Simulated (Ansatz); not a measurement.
Ge₂Pt₃:
```
CELL_PARAMETERS angstrom
      3.48262     0.00000     0.00000
      0.00000     7.59835     0.00000
     -1.73561     0.00000     6.11831
ATOMIC_POSITIONS crystal
  Ge 0.50000 0.00000 0.00000
  Ge 0.50000 0.50000 0.00000
  Ge 0.24340 0.75000 0.48678
  Ge 0.75660 0.25000 0.51322
  Pt 0.03437 0.75000 0.06941
  Pt 0.96563 0.25000 0.93059
  Pt 0.83965 0.94126 0.67985
  Pt 0.16035 0.05874 0.32015
  Pt 0.16035 0.44126 0.32015
  Pt 0.83965 0.55874 0.67985
```

Relaxed with r²SCAN.

Question: Which orbitals make up the states near the Fermi level in r²SCAN (plane waves, PAW; program Ansatz)?

Answer: Within 0.5 eV of the Fermi level: Pt 5d 51 %, Ge 4p 30 %, Ge 4s 9 %, Pt 6s 6 %. Projections are on Löwdin-orthogonalised atomic valence shells; empty p or d shells of many metals are not among them.

Question: Tabulate the density of states.

Answer: States/eV per cell of 10 atoms, in 0.25 eV bins, energy from the Fermi level.

```tsv
E (eV)	total	Pt 5d	Ge 4p	Pt 6s
-7.85	1.01	0.32	0.39	0.21
-7.60	1.57	0.54	0.60	0.31
-7.35	3.04	1.11	1.13	0.61
-7.10	4.05	1.65	1.42	0.76
-6.85	8.84	4.27	2.89	1.35
-6.60	5.49	2.72	1.75	0.77
-6.35	4.12	2.37	1.18	0.38
-6.10	8.68	5.82	2.28	0.37
-5.85	8.21	5.71	2.03	0.31
-5.60	11.28	8.50	2.23	0.40
-5.35	11.04	8.66	1.85	0.37
-5.10	13.45	10.93	1.93	0.37
-4.85	15.02	12.57	1.79	0.34
-4.60	12.42	10.50	1.43	0.24
-4.35	10.51	8.93	1.12	0.22
-4.10	13.31	11.53	1.25	0.23
-3.85	8.90	7.59	0.91	0.17
-3.60	11.55	9.72	1.22	0.26
-3.35	13.85	11.86	1.24	0.31
-3.10	11.30	9.63	1.08	0.28
-2.85	12.12	10.73	0.87	0.21
-2.60	13.54	12.02	0.93	0.24
-2.35	16.51	14.52	1.18	0.34
-2.10	12.30	10.75	0.82	0.33
-1.85	10.12	8.46	0.91	0.36
-1.60	5.23	3.93	0.75	0.22
-1.35	4.68	3.15	0.93	0.21
-1.10	4.55	2.80	1.08	0.24
-0.85	2.67	1.59	0.61	0.18
-0.60	4.26	3.00	0.71	0.19
-0.35	3.85	2.27	0.92	0.20
-0.10	4.03	2.13	1.16	0.23
0.15	3.63	1.63	1.26	0.21
0.40	2.82	1.16	1.04	0.18
0.65	2.52	0.99	0.93	0.17
0.90	3.29	1.19	1.37	0.20
1.15	3.74	1.45	1.37	0.27
1.40	3.66	1.35	1.36	0.31
1.65	4.08	1.43	1.65	0.37
1.90	4.36	1.38	1.96	0.37
2.15	3.92	1.15	1.87	0.29
2.40	2.91	0.78	1.42	0.23
2.65	3.46	0.87	1.56	0.40
2.90	3.98	0.92	1.72	0.57
3.15	3.30	0.69	1.36	0.63
3.40	3.70	0.75	1.67	0.67
3.65	3.95	0.77	1.90	0.68
3.90	3.82	0.70	1.91	0.65
4.15	3.67	0.63	1.84	0.67
4.40	3.95	0.63	1.96	0.76
4.65	2.88	0.38	1.24	0.71
```

Space group Cmcm. The workflow started from a Materials Project entry (that database holds measured and hypothetical structures alike); the Crystallography Open Database copy checked does not list it. COD files the formula under space group No. 62, so this cell is another polymorph or a model. Its standing as an ambient phase is unchecked. The cell was relaxed with r²SCAN under the symmetry of its start; its stability against distortions is not shown here. No spin polarisation was allowed. Spin–orbit coupling is left out wherever it is not named.

Potentials: the later of the program's two PAW sets.
